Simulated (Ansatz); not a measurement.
Si2Ni:
```
Si2Ni
1.0
    0.00000     2.72253     2.72253
    2.72253     0.00000     2.72253
    2.72253     2.72253     0.00000
Ni Si
1 2
Direct
  0.00000   0.00000   0.00000
  0.25000   0.25000   0.25000
  0.75000   0.75000   0.75000
```

Relaxed with PBE. Special points in fractions of this cell's reciprocal vectors: Γ (0.000, 0.000, 0.000); X (0.500, 0.000, 0.500); U (0.625, 0.250, 0.625); K (0.375, 0.375, 0.750); L (0.500, 0.500, 0.500); W (0.500, 0.250, 0.750).

Problem. List the band energies nearest the Fermi level at these points for the program Ansatz at the PBE level (PAW).

Solution. In eV from the Fermi level; about four levels below and three above (degenerate sets whole), none deeper than 8.9 eV; points with the same levels are listed once.

```csv
k,below,above
Γ,-5.07 -5.07 -5.07 -3.39 -3.39 -0.48,1.69 1.69 1.69
X,-3.48 -3.48 -3.33 -2.99 -0.42,1.45 7.72 8.13 8.13
U,-3.67 -3.31 -2.82 -2.55,0.20 3.65 4.63
L,-3.21 -3.21 -1.41 -1.41,1.74 1.81 1.81
W,-3.62 -3.62 -3.48 -3.06 -2.34,2.17 2.17 4.68
```

Space group Fm-3m (fluorite or antifluorite type). The cell was relaxed with PBE under the symmetry of its start. The workflow began spin-polarised and lost its moments.

Potentials: the later of the program's two PAW sets.
